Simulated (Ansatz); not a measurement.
Structure: CuGaSe₂ as one 8-atom ordering (I-42d) on the zincblende lattice, at its r2SCAN minimum. It is tetragonal, I-42d (No. 122); conventional cell a = 5.608 Å, c = 11.099 Å, 21.82 Å³ an atom. Cu is surrounded by 4 Se at 2.41 Å; Se is surrounded by 2 Cu at 2.41 Å and 2 Ga at 2.43 Å; Ga is surrounded by 4 Se at 2.43 Å.

```
Cu Se Ga
1.0
    -2.80413    2.80413    5.54928
     2.80413   -2.80413    5.54928
     2.80413    2.80413   -5.54928
Cu Se Ga
2 4 2
Direct
  0.00000 0.00000 0.00000
  0.75000 0.25000 0.50000
  0.37500 0.37136 0.49636
  0.12136 0.62500 0.99636
  0.87500 0.87864 0.50364
  0.62864 0.12500 0.00364
  0.50000 0.50000 0.00000
  0.25000 0.75000 0.50000
```

The questions ask for values computed with Ansatz 0.2.0 on this geometry. The calculation is non-magnetic, and the structure need not be a phase that has been made.

Given (6×6×6 mesh): r2SCAN gives a direct gap of 0.56 eV at Γ.

Problem. What does LDA give for the gap (6×6×6 mesh)?

Solution. With LDA the gap is 0.02 eV and direct, at Γ. (So small a gap could close between the points sampled.) The gap differs by -0.54 eV from r2SCAN's.

Problem. How does the gap change from r2SCAN to PBE+SOC (6×6×6)?

Solution. PBE+SOC gives a direct gap of 0.14 eV at Γ. Spin-orbit coupling itself accounts for -0.04 eV. The gap differs by -0.42 eV from r2SCAN's.

Problem. What does HSE06 give for the gap (4×4×4 mesh)?

Solution. With HSE06 the gap is 1.35 eV and direct, at Γ. The gap differs by +0.79 eV from r2SCAN's.

Problem. What does PBE0 give for the gap (4×4×4 mesh)?

Solution. The PBE0 gap is direct at Γ: 1.97 eV. The gap differs by +1.41 eV from r2SCAN's.

Problem. Order these levels by the gap that they give, smallest first.
A. HSE06
B. r2SCANh
C. PBE0
D. PBE
E. r2SCAN
F. LDA

Solution. F (0.02 eV), D (0.18 eV), E (0.56 eV), B (1.22 eV), A (1.35 eV), C (1.97 eV).

Problem. Relaxed again with PBEsol, is the cell stable at the zone centre, and where do its optical modes lie?

Solution. The zone-centre optical frequencies run from 63 to 244 cm⁻¹, none imaginary (the rest of the zone wasn't tested). With the long-range field the highest mode reaches 255 cm⁻¹. The program warns that the force constants, and all that is formed from them, aren't settled on this k mesh.

Only the levels marked +SOC include spin-orbit coupling.

Gaps under 0.1 eV (LDA) can't be told from a closed one: the bands may be in normal order or already inverted, which a gap's size doesn't show.
